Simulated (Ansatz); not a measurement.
ScSbSe₃: start and end of a relaxation

A trial structure of ScSbSe₃ was built thus: random cell by space group and Wyckoff sites (P-6m2, No. 187). Lengths were set from tabulated atomic sizes, so they are only a guess.

start.cif

```cif
data_structure
_symmetry_space_group_name_H-M 'P 1'
_symmetry_Int_Tables_number 1
_cell_length_a 5.0383
_cell_length_b 5.0383
_cell_length_c 6.1754
_cell_angle_alpha 90.000
_cell_angle_beta 90.000
_cell_angle_gamma 120.000
_cell_volume 135.76
loop_
_atom_site_label
_atom_site_type_symbol
_atom_site_fract_x
_atom_site_fract_y
_atom_site_fract_z
_atom_site_occupancy
Sc1 Sc 0.00000 0.00000 0.50000 1
Sb1 Sb 0.33333 0.66667 0.50000 1
Se1 Se 0.66667 0.33333 0.18392 1
Se2 Se 0.66667 0.33333 0.81608 1
Se3 Se 0.00000 0.00000 0.00000 1
```

Method: DFT PBE, scalar-relativistic, plane waves, PAW in Ansatz 0.2.0. Cutoff 420 eV, Gaussian smearing, Γ-centred meshes. Cell and atoms relax first on a coarse mesh and then on a finer one. In between, the cell is made exact in the group found at 0.06 Å. In metals the finer mesh still leaves noise of several meV/atom or more. The steps can't lower the symmetry of their start. No spin polarisation in the relaxation; trial moments died out in a coarse test.

end.cif

```cif
data_structure
_symmetry_space_group_name_H-M 'P 1'
_symmetry_Int_Tables_number 1
_cell_length_a 5.2157
_cell_length_b 5.2157
_cell_length_c 5.3406
_cell_angle_alpha 90.000
_cell_angle_beta 90.000
_cell_angle_gamma 120.000
_cell_volume 125.82
loop_
_atom_site_label
_atom_site_type_symbol
_atom_site_fract_x
_atom_site_fract_y
_atom_site_fract_z
_atom_site_occupancy
Sc1 Sc 0.00000 0.00000 0.50000 1
Sb1 Sb 0.33333 0.66667 0.50000 1
Se1 Se 0.66667 0.33333 0.27050 1
Se2 Se 0.66667 0.33333 0.72950 1
Se3 Se 0.00000 0.00000 0.00000 1
```

The symmetry stays P-6m2 (No. 187). The volume per atom shrinks by 7.3 %, from 27.2 to 25.2 Å³. The shortest distance goes from 2.27 Å (Se–Se) to 2.45 Å (Se–Se). The ratio c/a of the conventional cell changes by a factor of 0.84. The energy falls by about 0.24 eV/atom (the start's value is from the coarse mesh).

* Volume per atom: 25.16 Å³
* Density: 5.33 g/cm³
* Formation energy: −0.18 eV/atom
* Gap on the 12×12×8 mesh of the 5-atom cell: 0 eV (a metal)

The zero of energy is the elements' standard structures at the same level; no fitted shifts are applied.

The last run used Gaussian smearing of 0.10 eV. Spin–orbit coupling, which can matter for Sb, is left out. The reference form of Se is held partly by dispersion forces, which this level lacks. Symmetry constrained the relaxation, so the result can be a saddle point. In all, the 3 runs took 12 min on 1 thread of Arm Neoverse V1, on a shared host. Another cell of ScSbSe3 relaxed alike, in P4mm, lies 0.37 eV/atom lower, so this cell isn't the stable form at this level.
